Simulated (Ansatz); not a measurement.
MoW:
```
CELL_PARAMETERS angstrom
      0.00000     2.58984     2.58984
      2.58984     0.00000     2.58984
      2.58984     2.58984     0.00000
ATOMIC_POSITIONS crystal
  Mo 0.00000 0.00000 0.00000
  W  0.50000 0.50000 0.50000
```

Relaxed with PBEsol. Special points in fractions of this cell's reciprocal vectors: Γ (0.000, 0.000, 0.000); X (0.500, 0.000, 0.500); U (0.625, 0.250, 0.625); K (0.375, 0.375, 0.750); L (0.500, 0.500, 0.500); W (0.500, 0.250, 0.750).

### Question
List the band energies nearest the Fermi level at these points for PBEsol with spin–orbit coupling (plane waves, PAW; program Ansatz).

### Answer
In eV from the Fermi level; about four levels below and three above (degenerate sets whole), none deeper than 8.9 eV; points with the same levels are listed once.

```json
[
 {"k": "Γ", "below": "-4.05 -4.05 -4.05 -4.05 -3.87 -3.87", "above": "4.29 4.29 4.29 4.29"},
 {"k": "X", "below": "-2.54 -2.54 -0.40 -0.40", "above": "0.63 0.63 0.78 0.78"},
 {"k": "U", "below": "-2.44 -2.44 -0.24 -0.24", "above": "1.64 1.64 1.92 1.92"},
 {"k": "L", "below": "-1.19 -1.19 -0.86 -0.86", "above": "0.35 0.35 0.50 0.50"},
 {"k": "W", "below": "-0.47 -0.47 -0.47 -0.47", "above": "0.89 0.89 1.39 1.39"}
]
```

Space group Fm-3m (rock salt). The start of the workflow was typed in or built on a structure type; neither database checked (COD, Materials Project) lists it. Whether it is the stable phase at ambient conditions was not checked. The cell was relaxed with PBEsol under the symmetry of its start. At this level the phase is mechanically unstable. No spin polarisation was allowed. Its formation energy is positive at this level, so the cell may be metastable or incomplete.

Potentials: the later of the program's two PAW sets.
